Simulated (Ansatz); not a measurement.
A relaxed cell of Ti (Im-3m (No. 229)), relaxed on a k-mesh at least as fine as the one used below. All values below come from r2SCAN (plane waves to 500 eV, PAW, scalar-relativistic; Ansatz, a quantum-chemistry and plane-wave program). Γ-centred k-mesh 7×14×14 on the run's cell (coarser than for final values), Fermi–Dirac smearing 0.05 eV.

```xyz
2
Lattice="-3.2529 3.2529 3.2529 1.6265 -1.6265 1.6265 1.6265 1.6265 -1.6265" Properties=species:S:1:pos:R:3 pbc="T T T"
Ti     0.0000     0.0000     0.0000
Ti    -1.6265     1.6265     1.6265
```

The atoms are displaced along an unstable phonon of this cell by (Å):

```tsv
atom	ux	uy	uz
Ti1	0.000	0.106	-0.106
Ti2	0.000	-0.106	0.106
```

### Question
What forces (eV/Å) and pressure result?

### Answer
```csv
atom,Fx,Fy,Fz
Ti1,0.00,0.23,-0.23
Ti2,0.00,-0.23,0.23
```

Pressure +0.1 GPa.

### Question
Estimate the energy cost of the displacement in the harmonic approximation and compare with the calculation.

### Answer
For a harmonic well ΔE = −½ Σ F·u = -0.048 eV a cell, or -24 meV/atom. The calculated energy relative to the undisplaced cell is -0.05 eV/atom, so anharmonic terms matter at this amplitude.

The undisplaced cell is probably no minimum: from this displacement the run went on to P6₃/mmc (No. 194), 0.14 eV/atom below it.

No spin polarisation in the result.
